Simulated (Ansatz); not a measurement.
A generated cell, not matched to a known phase here, of BPbCl3: Pm-3m (No. 221), cP5, cubic perovskite type; a = b = c = 5.5531 Å, α = β = γ = 90.00°; B 1a (0.000, 0.000, 0.000); Pb 1b (0.500, 0.500, 0.500); Cl 3c (0.000, 0.500, 0.500). Level of theory: r2SCAN (plane waves to 500 eV, PAW, scalar-relativistic; Ansatz, a program for electronic structure). Element references, the lowest calculated here: Pb (Fm-3m), B (R-3m), Cl (Cmce); gases are represented by their molecular solids.

Total energies (eV/atom, σ → 0; comparable only within this code, potentials and settings):

| phase | E (eV/atom) |
|---|---|
| BPbCl3 (Pm-3m) | -3065.386 |
| Pb (Fm-3m) | -11920.858 |
| B (R-3m) | -156.554 |
| Cl (Cmce) | -1083.625 |

Problem. What is the formation energy of this Pm-3m form of BPbCl3 from the elements?

Solution. E_f = -3065.386 − [1 × (-156.554) + 1 × (-11920.858) + 3 × (-1083.625)] / 5 = 0.27 eV/atom (1.4 eV per formula unit).

A lower structure of this composition may exist.

Static energies, no anion corrections, no zero-point energy. Values are rounded to 0.01 eV/atom. Not shown to be the ambient phase of their composition (a lower form may be missing, and a cell relaxed within its start's symmetry can be a saddle point): BPbCl3 (Pm-3m). Spin-orbit coupling is missing from these energies, which matters for elements this heavy. The compounds carry no spin polarisation.
